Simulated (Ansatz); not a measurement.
Sc:
```
CELL_PARAMETERS angstrom
      3.32906     0.00000     0.00000
     -1.66453     2.88305     0.00000
      0.00000     0.00000     5.19114
ATOMIC_POSITIONS crystal
  Sc 0.33333 0.66667 0.75000
  Sc 0.66667 0.33333 0.25000
```

Relaxed with r²SCAN.

Task: Tabulate the valence density and the electron localisation function along the shortest Sc–Sc contact (3.23 Å), r²SCAN in the plane-wave PAW code Ansatz.

Result: 

| distance from Sc (Å) | density (e/Å³) | ELF |
|---|---|---|
| 0.32 | 6.60 | 0.44 |
| 0.48 | 4.78 | 0.70 |
| 0.65 | 2.58 | 0.74 |
| 0.81 | 1.05 | 0.57 |
| 0.97 | 0.39 | 0.22 |
| 1.13 | 0.19 | 0.08 |
| 1.29 | 0.13 | 0.09 |
| 1.45 | 0.12 | 0.17 |
| 1.61 | 0.12 | 0.23 |
| 1.78 | 0.12 | 0.17 |
| 1.94 | 0.13 | 0.09 |
| 2.10 | 0.19 | 0.08 |
| 2.26 | 0.39 | 0.22 |
| 2.42 | 1.05 | 0.57 |
| 2.58 | 2.58 | 0.74 |
| 2.75 | 4.78 | 0.70 |
| 2.91 | 6.60 | 0.44 |

The density is the valence pseudo-density with augmentation charge, so density and ELF within about 1 Å of a nucleus are not all-electron values.

Space group P6_3/mmc (hcp (Mg type)). Symmetry was held in the r²SCAN relaxation. The run is not spin-polarised. Axis ratios of metals converge slowly with the k-mesh, so a and c are less sure than the volume.

Potentials: the later of the program's two PAW sets.
